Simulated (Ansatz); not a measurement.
Trial structure of TaGeI, not yet relaxed:

```
CELL_PARAMETERS angstrom
4.65612 0.00000 0.00000
0.00000 4.65612 0.00000
0.00000 0.00000 6.91999
ATOMIC_POSITIONS crystal
Ta 0.50000 0.00000 0.25824
Ta 0.00000 0.50000 0.74176
Ge 0.50000 0.50000 0.00000
Ge 0.00000 0.00000 0.00000
I 0.50000 0.00000 0.72228
I 0.00000 0.50000 0.27772
```

These are results of DFT PBE, scalar-relativistic, plane waves, PAW in Ansatz 0.2.0, not measurements. Plane waves to 420 eV, a k mesh through Γ of 4×4×4 on the computed 6-atom cell and Gaussian smearing (0.10 eV); no spin polarisation.

The zero of energy is the elements' standard structures at the same level; no fitted shifts are applied.

Q: Estimate its pressure, forces and energy as it stands.

A: The pressure is -4.7 GPa (the mean over three directions, positive in compression), the largest force is 2.89 eV/Å, and the energy is +1.05 eV/atom against the elements. The shortest distance is 2.93 Å.

Q: How much does it gain on relaxing, and where does it end?

A: Relaxing gains about 0.92 eV/atom (the start's value is from the coarse mesh, so the gain is rough) in 32 ionic steps and ends at +0.13 eV/atom on the finer mesh. The symmetry stays P4/nmm (No. 129). The volume per atom shrinks by 4.3 %, from 25.0 to 23.9 Å³. The shortest distance goes from 2.93 Å (Ta–Ge) to 2.57 Å (Ge–Ge). The ratio c/a of the conventional cell changes by a factor of 2.00. Conventional cell: a = 3.640 Å, c = 10.832 Å. Around Ta lie 4 Ge at 2.69 Å and 4 I at 3.00 Å; around Ge lie 4 Ge at 2.57 Å and 4 Ta at 2.69 Å; around I lie 4 Ta at 3.00 Å.

The last run used a 10×10×4 mesh (in the run's order of axes) for its 6-atom cell and Gaussian smearing of 0.10 eV. No dispersion correction is applied, so the spacing and binding between layers, chains or molecules are poorly described. Spin–orbit coupling, which can matter for I and Ta, is left out. The reference form of I is held partly by dispersion forces, which this level lacks. The relaxation can't lower the symmetry of the start. A structure relaxed within its symmetry needn't be a true minimum.
